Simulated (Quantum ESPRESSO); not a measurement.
Hf4WLi2In, finding a planted mistake in a log

Computed values, not a measurement. The program is pw.x of Quantum ESPRESSO 7.5 (plane-wave density functional theory). The cell is made up: eight metal atoms on a hexagonal close-packed lattice, with elements, volume, strain and displacements drawn at random and not relaxed, so it may be unstable or far from any real phase. PseudoDojo standard norm-conserving files set the functional (PBE unless stated); there is no spin polarisation or spin-orbit coupling, the Fermi-Dirac width of 0.25 eV means electrons at about 2900 K, and the masses in the input are unused placeholders. Heavy elements are run without spin-orbit coupling, which real alloys of them have. A spin test at this wide smearing found no moment, but such smearing suppresses magnetism that the real alloy may have.

Intended input:

```
&control calculation='scf', pseudo_dir='./dojo.nc.sr.pbe.v0_5.standard.upf', outdir='./o', disk_io='medium', tprnfor=.true., tstress=.true. /
&system ibrav=0, nat=8, ntyp=4, nbnd=55, ecutwfc=74.01313486, nosym=.true., tot_charge=0,
 occupations='smearing', smearing='fd', degauss=0.0183746611
/
&electrons conv_thr=1.470e-08, electron_maxstep=70, mixing_beta=0.5 /
ATOMIC_SPECIES
Hf 1.0 Hf.upf
In 1.0 In.upf
Li 1.0 Li.upf
W 1.0 W.upf
CELL_PARAMETERS angstrom
4.8288 -2.7188 0.0411
-3.2458 0.0323 -5.2258
3.1496 5.3171 0.0243
ATOMIC_POSITIONS angstrom
Hf 0.0326 0.0958 -0.0608
W 1.5783 2.5749 -0.1012
Hf 0.0361 1.8562 -2.6296
Li 1.6162 4.4744 -2.6426
Li 3.2407 -0.0923 0.0861
In 4.7954 2.5471 -0.1574
Hf 1.6238 -0.718 -2.539
Hf 3.1571 1.7264 -2.6528
K_POINTS automatic
5 5 4 1 1 1
```

The log is shortened where brackets say so; the opening notice, blank lines, dates and the lines on written files are dropped, and the path of the files is cut. It prints rydbergs, bohrs and kilobars, and counts compression as positive stress. Its total energy is the free energy E - TS of the whole cell.

Log of the intended run:

```
     Program PWSCF v.7.5
     Parallel version (MPI & OpenMP), running on       1 processor cores
     Number of MPI processes:                 1
     Threads/MPI process:                     1
     [start-up lines left out]
     bravais-lattice index     =            0
     lattice parameter (alat)  =      10.4724  a.u.
     unit-cell volume          =    1201.1941 (a.u.)^3
     number of atoms/cell      =            8
     number of atomic types    =            4
     number of electrons       =        81.00
     number of Kohn-Sham states=           55
     kinetic-energy cutoff     =      74.0131  Ry
     charge density cutoff     =     296.0525  Ry
     scf convergence threshold =      1.5E-08
     mixing beta               =       0.5000
     number of iterations used =            8  plain     mixing
     Exchange-correlation= PBE
                           (   1   4   3   4   0   0   0)
     [axes and pseudopotential details left out]
   Cartesian axes
     site n.     atom                  positions (alat units)
         1        Hf     tau(   1) = (   0.0058826   0.0172870  -0.0109713  )
         2        W      tau(   2) = (   0.2848023   0.4646375  -0.0182614  )
         3        Hf     tau(   3) = (   0.0065142   0.3349490  -0.4745081  )
         4        Li     tau(   4) = (   0.2916413   0.8074000  -0.4768539  )
         5        Li     tau(   5) = (   0.5847803  -0.0166554   0.0155366  )
         6        In     tau(   6) = (   0.8653240   0.4596211  -0.0284026  )
         7        Hf     tau(   7) = (   0.2930127  -0.1295622  -0.4581594  )
         8        Hf     tau(   8) = (   0.5696948   0.3115268  -0.4786945  )
     number of k points=    50  Fermi-Dirac smearing, width (Ry)=  0.0184
                       cart. coord. in units 2pi/alat
        k(    1) = (   0.1426844   0.0466499  -0.1943802), wk =   0.0400000
        k(    2) = (   0.2532599   0.2420206  -0.2618523), wk =   0.0400000
     [further k points left out]
     Dense  grid:   103339 G-vectors     FFT dimensions: (  60,  64,  64)
     Estimated max dynamical RAM per process >     175.71 MB
     Initial potential from superposition of free atoms
     starting charge      80.9791, renormalised to      81.0000
     Starting wfcs are   63 randomized atomic wfcs
     total cpu time spent up to now is       28.4 secs
     per-process dynamical memory:   107.0 Mb
     Self-consistent Calculation
     iteration #  1     ecut=    74.01 Ry     beta= 0.50
     Davidson diagonalization with overlap
     ethr =  1.00E-02,  avg # of iterations =  2.7
     Threshold (ethr) on eigenvalues was too large:
     Diagonalizing with lowered threshold
     Davidson diagonalization with overlap
     ethr =  2.96E-04,  avg # of iterations =  6.2
     total cpu time spent up to now is      163.1 secs
     total energy              =    -764.51994223 Ry
     estimated scf accuracy    <       0.28403323 Ry
     iteration #  2     ecut=    74.01 Ry     beta= 0.50
     Davidson diagonalization with overlap
     ethr =  3.51E-04,  avg # of iterations =  2.5
     total cpu time spent up to now is      229.0 secs
     total energy              =    -764.46442173 Ry
     estimated scf accuracy    <       0.69427211 Ry
     [iterations 3 to 13 left out]
     iteration # 14     ecut=    74.01 Ry     beta= 0.50
     Davidson diagonalization with overlap
     ethr =  6.29E-11,  avg # of iterations =  2.0
     total cpu time spent up to now is      926.2 secs
     total energy              =    -764.59167978 Ry
     estimated scf accuracy    <       0.00000010 Ry
     iteration # 15     ecut=    74.01 Ry     beta= 0.50
     Davidson diagonalization with overlap
     ethr =  6.29E-11,  avg # of iterations =  1.0
     total cpu time spent up to now is      973.0 secs
     End of self-consistent calculation
     [lines on levels left out]
!    total energy              =    -764.59167979 Ry
     estimated scf accuracy    <          2.4E-09 Ry
     smearing contrib. (-TS)   =      -0.12416901 Ry
     internal energy E=F+TS    =    -764.46751078 Ry
     The total energy is F=E-TS. E is the sum of the following terms:
     one-electron contribution =    -230.54246903 Ry
     hartree contribution      =     137.64659592 Ry
     xc contribution           =    -193.36644431 Ry
     ewald contribution        =    -478.20519336 Ry
     convergence has been achieved in  15 iterations
     Forces acting on atoms (cartesian axes, Ry/au):
     atom    1 type  1   force =    -0.00464696   -0.00467930    0.01446579
     atom    2 type  4   force =    -0.00842433   -0.00720401    0.01225178
     atom    3 type  1   force =    -0.01302061    0.02529346   -0.00042376
     atom    4 type  3   force =    -0.00077767   -0.00013288    0.00201707
     atom    5 type  3   force =     0.00115924    0.00854485   -0.00613824
     atom    6 type  2   force =     0.00333064   -0.00623184    0.01453811
     atom    7 type  1   force =     0.02642150   -0.03807648   -0.03079013
     atom    8 type  1   force =    -0.00404181    0.02248620   -0.00592063
     Total force =     0.073254     Total SCF correction =     0.000148
     Computing stress (Cartesian axis) and pressure
          total   stress  (Ry/bohr**3)                   (kbar)     P=      -76.74
  -0.00045777  -0.00005376   0.00001712          -67.34       -7.91        2.52
  -0.00005376  -0.00041012  -0.00008372           -7.91      -60.33      -12.31
   0.00001712  -0.00008372  -0.00069703            2.52      -12.31     -102.54
     init_run     :     26.78s CPU     28.18s WALL (       1 calls)
     electrons    :    903.00s CPU    944.66s WALL (       1 calls)
     forces       :     10.01s CPU     10.14s WALL (       1 calls)
     stress       :     34.45s CPU     35.89s WALL (       1 calls)
     [timing details left out]
     PWSCF        :  16m14.63s CPU  16m59.70s WALL
     JOB DONE.
```

A second run was made from an input with one planted mistake. Its log:

```
     Program PWSCF v.7.5
     Parallel version (MPI & OpenMP), running on       1 processor cores
     Number of MPI processes:                 1
     Threads/MPI process:                     1
     [start-up lines left out]
     bravais-lattice index     =            0
     lattice parameter (alat)  =      10.4724  a.u.
     unit-cell volume          =    1201.1941 (a.u.)^3
     number of atoms/cell      =            8
     number of atomic types    =            4
     number of electrons       =        81.00
     number of Kohn-Sham states=           55
     kinetic-energy cutoff     =      74.0131  Ry
     charge density cutoff     =     296.0525  Ry
     scf convergence threshold =      1.5E-08
     mixing beta               =       0.5000
     number of iterations used =            8  plain     mixing
     Exchange-correlation= PBE
                           (   1   4   3   4   0   0   0)
     [axes and pseudopotential details left out]
   Cartesian axes
     site n.     atom                  positions (alat units)
         1        Hf     tau(   1) = (   0.0058826   0.0172870  -0.0109713  )
         2        W      tau(   2) = (   0.2848023   0.4646375  -0.0182614  )
         3        Hf     tau(   3) = (   0.0065142   0.3349490  -0.4745081  )
         4        Li     tau(   4) = (   0.2916413   0.8074000  -0.4768539  )
         5        Li     tau(   5) = (   0.5847803  -0.0166554   0.0155366  )
         6        In     tau(   6) = (   0.8653240   0.4596211  -0.0284026  )
         7        Hf     tau(   7) = (   0.2930127  -0.1295622  -0.4816178  )
         8        Hf     tau(   8) = (   0.5696948   0.3115268  -0.4786945  )
     number of k points=    50  Fermi-Dirac smearing, width (Ry)=  0.0184
                       cart. coord. in units 2pi/alat
        k(    1) = (   0.1426844   0.0466499  -0.1943802), wk =   0.0400000
        k(    2) = (   0.2532599   0.2420206  -0.2618523), wk =   0.0400000
     [further k points left out]
     Dense  grid:   103339 G-vectors     FFT dimensions: (  60,  64,  64)
     Estimated max dynamical RAM per process >     175.71 MB
     Initial potential from superposition of free atoms
     starting charge      80.9791, renormalised to      81.0000
     Starting wfcs are   63 randomized atomic wfcs
     total cpu time spent up to now is       22.4 secs
     per-process dynamical memory:    98.7 Mb
     Self-consistent Calculation
     iteration #  1     ecut=    74.01 Ry     beta= 0.50
     Davidson diagonalization with overlap
     ethr =  1.00E-02,  avg # of iterations =  2.8
     Threshold (ethr) on eigenvalues was too large:
     Diagonalizing with lowered threshold
     Davidson diagonalization with overlap
     ethr =  3.26E-04,  avg # of iterations =  6.3
     total cpu time spent up to now is      137.9 secs
     total energy              =    -764.51378649 Ry
     estimated scf accuracy    <       0.30563130 Ry
     iteration #  2     ecut=    74.01 Ry     beta= 0.50
     Davidson diagonalization with overlap
     ethr =  3.77E-04,  avg # of iterations =  2.9
     total cpu time spent up to now is      195.3 secs
     total energy              =    -764.43716805 Ry
     estimated scf accuracy    <       0.99756667 Ry
     [iterations 3 to 13 left out]
     iteration # 14     ecut=    74.01 Ry     beta= 0.50
     Davidson diagonalization with overlap
     ethr =  6.34E-11,  avg # of iterations =  2.0
     total cpu time spent up to now is      851.6 secs
     total energy              =    -764.59694373 Ry
     estimated scf accuracy    <       0.00000007 Ry
     iteration # 15     ecut=    74.01 Ry     beta= 0.50
     Davidson diagonalization with overlap
     ethr =  6.34E-11,  avg # of iterations =  1.0
     total cpu time spent up to now is      905.3 secs
     End of self-consistent calculation
     [lines on levels left out]
!    total energy              =    -764.59694374 Ry
     estimated scf accuracy    <          3.3E-09 Ry
     smearing contrib. (-TS)   =      -0.12327771 Ry
     internal energy E=F+TS    =    -764.47366602 Ry
     The total energy is F=E-TS. E is the sum of the following terms:
     one-electron contribution =    -230.68304871 Ry
     hartree contribution      =     137.72579066 Ry
     xc contribution           =    -193.36965871 Ry
     ewald contribution        =    -478.14674926 Ry
     convergence has been achieved in  15 iterations
     Forces acting on atoms (cartesian axes, Ry/au):
     atom    1 type  1   force =     0.00101105   -0.00773227    0.00520229
     atom    2 type  4   force =    -0.01156605   -0.00815033    0.01382616
     atom    3 type  1   force =    -0.01326513    0.02612422   -0.00295586
     atom    4 type  3   force =    -0.00147492    0.00014547    0.00127015
     atom    5 type  3   force =    -0.00167331    0.00895618   -0.01073817
     atom    6 type  2   force =     0.00363912   -0.00453868    0.01094334
     atom    7 type  1   force =     0.02636508   -0.03835707   -0.01210661
     atom    8 type  1   force =    -0.00303584    0.02355249   -0.00544130
     Total force =     0.067887     Total SCF correction =     0.000103
     Computing stress (Cartesian axis) and pressure
          total   stress  (Ry/bohr**3)                   (kbar)     P=      -76.24
  -0.00045678  -0.00005887   0.00004079          -67.19       -8.66        6.00
  -0.00005887  -0.00039477  -0.00006333           -8.66      -58.07       -9.32
   0.00004079  -0.00006333  -0.00070323            6.00       -9.32     -103.45
     init_run     :     20.69s CPU     22.24s WALL (       1 calls)
     electrons    :    866.61s CPU    882.91s WALL (       1 calls)
     forces       :     12.59s CPU     12.67s WALL (       1 calls)
     stress       :     44.84s CPU     45.07s WALL (       1 calls)
     [timing details left out]
     PWSCF        :  15m45.08s CPU  16m 4.90s WALL
     JOB DONE.
```

Question: the log repeats what the program read. Compare it with the intended run: what was wrong in the second input?

Answer: one coordinate of one atom is wrong. The input lines that differ:

```
- Hf 1.6238 -0.718 -2.539
+ Hf 1.6238 -0.718 -2.669
```

```
                                            intended run  run with the mistake
                          free energy (eV)    -10402.800            -10402.871
         entropy term -TS, part of it (eV)        -1.689                -1.677
                            pressure (GPa)         -7.67                 -7.62
size of the largest force component (eV/Å)         0.979                 0.986
largest change of a force component (eV/Å)                               0.480
                                iterations            15                    15
```

For scale, a rerun of the intended cell at a higher cutoff and on a denser mesh moved values by no more than 0.003 eV in energy, 0.03 GPa in stress and 0.003 eV/Å in force, and a second program with other atomic files agreed on that cell to 2 % rms in force and 0.5 GPa in pressure.